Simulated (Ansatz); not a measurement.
Cs:
```yaml
crystal:
  lattice:
    - [0.00000, 3.78466, 3.78466]
    - [3.78466, 0.00000, 3.78466]
    - [3.78466, 3.78466, 0.00000]
  atoms:
    - { symbol: Cs, position: [0.00000, 0.00000, 0.00000] }
```

Relaxed with PBEsol. Special points in fractions of this cell's reciprocal vectors: Γ (0.000, 0.000, 0.000); X (0.500, 0.000, 0.500); U (0.625, 0.250, 0.625); K (0.375, 0.375, 0.750); L (0.500, 0.500, 0.500); W (0.500, 0.250, 0.750).

Task: List the band energies nearest the Fermi level at these points for PBEsol with spin–orbit coupling in the plane-wave PAW code Ansatz.

Result: In eV from the Fermi level; about four levels below and three above (degenerate sets whole), none deeper than 8.9 eV; points with the same levels are listed once.

```json
[
 {"k": "Γ", "below": "-1.83 -1.83", "above": "2.39 2.39 2.39 2.39"},
 {"k": "X", "below": "–", "above": "0.15 0.15 0.93 0.93"},
 {"k": "U", "below": "–", "above": "0.54 0.54 0.84 0.84"},
 {"k": "L", "below": "-0.13 -0.13", "above": "0.74 0.74 2.23 2.23"},
 {"k": "W", "below": "–", "above": "0.65 0.65 1.11 1.11"}
]
```

Space group Fm-3m (fcc (Cu type)). The workflow started from a Materials Project entry (that database holds measured and hypothetical structures alike); the Crystallography Open Database files this formula in space group No. 225, but the cells were not matched. It is not the phase usual at ambient conditions (space group No. 229). Symmetry was held in the PBEsol relaxation; its stability against distortions is not shown here.

Potentials: the earlier of the program's two PAW sets.
